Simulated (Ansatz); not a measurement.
**Question.** Each is relaxed and computed with plane-wave PAW LDA (Ansatz code). Which is the only one with a gap?
(A) Mg2Si, P4/nmm (Mg on 2a, Mg on 2c, Si on 2c)
(B) Ta2C, P-3m1 (Ta on 2d, C on 1a)
(C) MgZn2O3, P-3m1 (Mg on 1a, Zn on 2d, O on 2d, O on 1b)
(D) MgB2, P6/mmm (Mg on 1a, B on 2d)

**Answer.** C, MgZn2O3, P-3m1 (Mg on 1a, Zn on 2d, O on 2d, O on 1b). MgZn2O3: gap 2.14 eV (direct); Ta2C: metal; Mg2Si: metal; MgB2: metal. Not the usual ambient phase: Mg2Si, P4/nmm (Mg on 2a, Mg on 2c, Si on 2c). Standing as an ambient phase not checked: MgZn2O3, P-3m1 (Mg on 1a, Zn on 2d, O on 2d, O on 1b); Ta2C, P-3m1 (Ta on 2d, C on 1a). Perhaps ordered models of mixed-site phases: MgZn2O3, P-3m1 (Mg on 1a, Zn on 2d, O on 2d, O on 1b). All cells were relaxed under the symmetry of their starts (and spin orders); stability against distortions was not tested throughout. Rows with no word on spin ran without spin polarisation. Scalar-relativistic: spin–orbit coupling is off unless named, which matters more the heavier the elements.

Potentials: the later of the program's two PAW sets.
